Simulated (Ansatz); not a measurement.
Starting cell, PbTe (rock salt):

```xyz
4
Lattice="0.0000 6.5694 6.5694 3.2847 3.2847 6.5694 3.2847 3.2847 0.0000" Properties=species:S:1:pos:R:3 pbc="T T T"
Te     0.0000     0.0000     0.0000
Te     3.2847     6.5694     3.2847
Pb     3.2847     3.2847     3.2847
Pb     3.2847     6.5694     6.5694
```

A phonon eigenvector at X = (0.5, 0.5, 0.0) is frozen into this cell: atom i moves by Q times the vector below, so Q is the largest atomic displacement, in Å. The cell is held. (q is in reciprocal vectors of the primitive cell; the cell shown is doubled to hold the pattern.)

| atom | x | y | z |
|---|---|---|---|
| Te1 | 0.000 | 0.000 | 0.307 |
| Te2 | 0.000 | 0.000 | -0.307 |
| Pb3 | 0.000 | 0.000 | 1.000 |
| Pb4 | 0.000 | 0.000 | -1.000 |

These are PBE (plane waves to 420 eV, PAW, scalar-relativistic; Ansatz, an electronic-structure program) values and carry that method's errors. k mesh 9×9×9 (Γ-centred), Fermi-Dirac smearing 0.05 eV. PbTe was relaxed with its symmetry unable to fall. Spin-orbit coupling is left out, though Pb and Te are heavy. The PAW data are Ansatz's earlier set. 

```tsv
Q (Å)	−dE/dQ from forces (eV/Å)
-0.100	0.160
-0.083	0.131
-0.067	0.103
-0.050	0.076
-0.033	0.050
-0.017	0.025
0.000	0.000
0.017	-0.025
0.033	-0.050
0.050	-0.076
0.067	-0.103
0.083	-0.131
0.100	-0.160
```

### Question
What harmonic wavenumber does the curvature at Q = 0 give?

### Answer
31 cm⁻¹. E″ = 1.50 eV/Å², M = Σ mᵢ|uᵢ|² = 438.4 u, ν̃ = 521.5·√(|E″|/M).

(For displaced atoms, the force is minus the slope of the energy, and its curvature is a force constant, which sets phonon frequencies.)
